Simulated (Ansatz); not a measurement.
# Band table of TiC

```
Ti C
1.0
     0.00000    2.15676    2.15676
     2.15676    0.00000    2.15676
     2.15676    2.15676    0.00000
Ti C
1 1
Direct
  0.00000 0.00000 0.00000
  0.50000 0.50000 0.50000
```

Atoms are numbered in the order listed.

The cell comes from COD entry 9012564, which wasn't checked; take it as a given geometry. The listed cell was then made from it by scaling, straining or moving an atom.

All numbers below come from DFT, PBEsol, all-electron LAPW, scalar-relativistic in Ansatz 0.2.0.

Settings: a Γ-centred 16×16×16 k mesh, Fermi–Dirac smearing of 0.03 eV, basis error target 1 meV/atom, no spin polarisation.

Path points, in fractions of the reciprocal vectors: Γ (0.000, 0.000, 0.000), X (0.500, 0.000, 0.500), U (0.625, 0.250, 0.625), K (0.375, 0.375, 0.750), L (0.500, 0.500, 0.500), W (0.500, 0.250, 0.750). Levels in eV from the Fermi level; bands 9 to 14, counted from the lowest band of the run. The gap is zero.

```
# k(1/Å) point b9 b10 b11 b12 b13 b14
0.000 Γ -12.42 0.69 0.69 0.69 1.73 1.73
0.291 - -12.12 -0.73 0.15 0.15 0.40 1.87
0.583 - -11.35 -2.76 -0.32 -0.32 -0.27 2.12
0.874 - -10.53 -3.83 -0.99 -0.38 -0.38 2.43
1.165 - -10.15 -3.76 -1.51 -0.16 -0.16 2.70
1.457 X -10.10 -3.44 -1.70 0.00 0.00 2.81
1.560 - -10.08 -3.44 -1.81 -0.15 0.09 3.00
1.663 - -10.00 -3.43 -2.12 -0.50 0.31 3.49
1.766 - -9.88 -3.42 -2.54 -0.92 0.64 3.47
1.869 - -9.72 -3.40 -3.02 -1.34 1.04 3.36
1.972 U -9.56 -3.52 -3.37 -1.72 1.49 3.22
2.150 - -9.47 -3.77 -3.27 -2.03 1.91 3.13
2.328 - -9.40 -3.91 -3.15 -2.36 2.49 2.92
2.507 - -9.40 -3.91 -3.15 -2.36 2.49 2.92
2.685 - -9.47 -3.77 -3.27 -2.03 1.91 3.13
2.864 K -9.56 -3.52 -3.37 -1.72 1.49 3.22
3.173 - -9.29 -4.56 -3.10 -2.47 2.65 2.86
3.482 - -9.98 -4.11 -2.51 -2.50 1.96 3.16
3.791 - -11.15 -2.51 -1.77 -1.50 1.31 2.32
4.100 - -12.08 -0.53 -0.31 -0.25 0.85 1.50
4.409 Γ -12.42 0.69 0.69 0.69 1.73 1.73
4.661 - -12.19 -0.26 0.05 0.05 1.05 1.05
4.913 - -11.53 -1.89 -1.19 -1.19 1.49 1.49
5.165 - -10.56 -3.61 -2.14 -2.14 2.14 2.14
5.418 - -9.46 -5.14 -2.73 -2.73 2.74 2.74
5.670 L -8.83 -5.92 -2.92 -2.92 3.00 3.00
5.876 - -8.89 -5.75 -2.94 -2.84 2.89 2.98
6.082 - -9.06 -5.25 -2.99 -2.63 2.72 2.91
6.288 - -9.26 -4.53 -3.06 -2.43 2.68 2.76
6.494 - -9.42 -3.73 -3.14 -2.46 2.74 2.78
6.700 W -9.48 -3.17 -3.17 -2.72 2.86 2.86
6.846 - -9.55 -3.31 -2.96 -2.52 2.29 3.26
6.991 - -9.72 -3.39 -2.66 -1.97 1.61 3.49
7.137 - -9.91 -3.42 -2.29 -1.19 0.90 3.59
7.283 - -10.05 -3.43 -1.90 -0.40 0.28 3.15
7.428 X -10.10 -3.44 -1.70 0.00 0.00 2.81
```
